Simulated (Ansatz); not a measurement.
## Rh: a film clamped to a substrate

Theory: Ansatz, DFT PBEsol, scalar-relativistic, plane waves, PAW. The runs took a 420 eV cutoff, a Γ-centred 28×28×28 mesh and Gaussian smearing (0.15 eV). No spin polarisation. Energies are free energies at this smearing, counted from the undisturbed cell; pressure is positive in compression.

The undisturbed cell (relaxed at this level; with this scan's settings it stands at 0.1 GPa):

```yaml
crystal:
  lattice:
    - [0.00000, 1.89000, 1.89000]
    - [1.89000, 0.00000, 1.89000]
    - [1.89000, 1.89000, 0.00000]
  atoms:
    - { symbol: Rh, position: [0.00000, 0.00000, 0.00000] }
```

The cell (1 atom, V0 = 13.50 Å³) is strained by p along both x and y and by q along z, fractional coordinates fixed. τp = (1/V0) ∂E/∂p = (σxx + σyy)(1 + p)(1 + q) and τq = (1/V0) ∂E/∂q = σzz(1 + p)², with tension positive.

| p | q | ΔE (meV/atom) | τp (GPa) | τq (GPa) |
| --- | --- | --- | --- | --- |
| 0.000 | 0.000 | 0.00 | -0.15 | -0.07 |
| -0.025 | 0.000 | 39.22 | -38.68 | -11.38 |
| 0.025 | 0.000 | 32.57 | 29.76 | 9.49 |
| 0.000 | -0.025 | 13.23 | -11.38 | -12.81 |
| 0.000 | 0.025 | 11.60 | 9.48 | 10.78 |

Task: Get the second derivatives of the energy density.

Result: Central differences give A = ∂τp/∂p = 1369 GPa (C11 + C22 + 2 C12), C = ∂τq/∂q = 472 GPa (C33) and the cross term B = ∂τq/∂p = 417 GPa (C13 + C23); ∂τp/∂q = 417 GPa must equal B, and any difference shows higher-order terms. The ions are clamped. In a cubic crystal C11 = C = 472, C12 = B/2 = 209 GPa and A should be 2(C11 + C12) = 1361 GPa; the bulk modulus is (C11 + 2 C12)/3 = 296 GPa.

Task: A film of this crystal grows with z along the normal on a substrate that imposes p. How does its thickness respond, and what does the misfit cost?

Result: Count p and q from the stress-free cell. A free surface needs τq = 0, so q = −(B/C) p = -0.88 p. The energy density left is (A − B²/C) p²/2 = M p², with the biaxial modulus M = 500 GPa; a misfit of 1 % costs 4.21 meV/atom, against 5.77 meV/atom if the thickness were held.

In a metal these slopes depend on the k mesh and the smearing.